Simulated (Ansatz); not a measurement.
SnTe₂ built on the rutile prototype was relaxed with 4 functionals in the plane-wave code Ansatz, cell and atoms free, the symmetry of the start kept (meshes: PBE 4×4×6, r2SCAN 4×4×6, PBEsol 4×4×6, LDA 4×4×6). Note: simulated data, non-magnetic, for a generated structure that need not be the stable one.

The r2SCAN result:
```cif
data_structure
_symmetry_space_group_name_H-M 'P4_2/mnm'
_symmetry_Int_Tables_number 136
_cell_length_a 6.9586
_cell_length_b 6.9586
_cell_length_c 4.4179
_cell_angle_alpha 90.000
_cell_angle_beta 90.000
_cell_angle_gamma 90.000
_cell_volume 213.92
loop_
_atom_site_label
_atom_site_type_symbol
_atom_site_symmetry_multiplicity
_atom_site_Wyckoff_symbol
_atom_site_fract_x
_atom_site_fract_y
_atom_site_fract_z
_atom_site_occupancy
Sn1 Sn 2 a 0.00000 0.00000 0.00000 1
Te1 Te 4 f 0.30235 0.30235 0.00000 1
```

Space group P4_2/mnm (No. 136), tetragonal; conventional cell a = 6.959 Å, c = 4.418 Å, 35.65 Å³ an atom. Sn has 6 Te at 2.94–2.98 Å; Te has 3 Sn at 2.94–2.98 Å.

(1) Order the functionals by the relaxed volume, smallest first.
A. PBE
B. LDA
C. PBEsol
D. r2SCAN

(2) What lattice does LDA give?

(3) What lattice does PBE give?

(4) Held at the r2SCAN cell, what mean stress do LDA and PBE find, and does its sign point to their own minimum?

The cell is metallic with PBE, PBEsol, LDA, and these meshes limit the relaxed cells of a metal.

Results:

(1) B (33.83 Å³/atom), C (34.68 Å³/atom), D (35.65 Å³/atom), A (36.62 Å³/atom).

(2) a = 6.830 Å, c = 4.351 Å; the volume differs by -5.1 % from r2SCAN's. Sn has 6 Te at 2.90–2.91 Å; Te has 3 Sn at 2.90–2.91 Å.

(3) a = 7.007 Å, c = 4.475 Å; the volume differs by +2.7 % from r2SCAN's. Sn is surrounded by 6 Te at 2.98–2.99 Å; Te is surrounded by 3 Sn at 2.98–2.99 Å.

(4) Yes. LDA -2.09 GPa, and its relaxed volume is -5.1 % from r2SCAN's; PBE +1.10 GPa, and its relaxed volume is +2.7 % from r2SCAN's. Compression counts positive, so a positive stress asks for a larger cell.
